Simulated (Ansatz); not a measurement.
Mg:
```xyz
6
Lattice="0.0000 4.1481 4.1481 4.1481 0.0000 4.1481 4.1481 4.1481 0.0000" Properties=species:S:1:pos:R:3 pbc="T T T"
Mg     6.2222     6.2222     6.2222
Mg     4.1481     4.1481     4.1481
Mg     3.1111     1.0370     3.1111
Mg     1.0370     1.0370     1.0370
Mg     1.0370     3.1111     3.1111
Mg     3.1111     3.1111     1.0370
```

Relaxed with PBE. Special points in fractions of this cell's reciprocal vectors: Γ (0.000, 0.000, 0.000); X (0.500, 0.000, 0.500); U (0.625, 0.250, 0.625); K (0.375, 0.375, 0.750); L (0.500, 0.500, 0.500); W (0.500, 0.250, 0.750).

Q: List the band energies nearest the Fermi level at these points for DFT-PBE in the program Ansatz with PAW potentials.

A: In eV from the Fermi level; about four levels below and three above (degenerate sets whole), none deeper than 8.9 eV; points with the same levels are listed once.

```json
[
 {"k": "Γ", "below": "-0.31 -0.06 -0.06 -0.06", "above": "1.55 1.55 1.81 1.81 1.81"},
 {"k": "X", "below": "-2.57 -2.57 -2.44 -2.44", "above": "3.15 3.15 3.25 3.25"},
 {"k": "U", "below": "-4.09 -2.31 -2.18 -0.26", "above": "1.49 1.60 2.23"},
 {"k": "L", "below": "-0.90 -0.90 -0.89 -0.89 -0.43", "above": "2.54 2.91 2.91"},
 {"k": "W", "below": "-3.83 -3.83 -0.25 -0.25", "above": "0.38 0.38 3.59 3.59"}
]
```

Space group Fd-3m. The start of the workflow was typed in or built on a structure type; neither database checked (COD, Materials Project) lists it. It is not the phase usual at ambient conditions (space group No. 194). The cell was relaxed with PBE under the symmetry of its start; whether a distortion lowers the energy is not shown.

Potentials: the earlier of the program's two PAW sets.
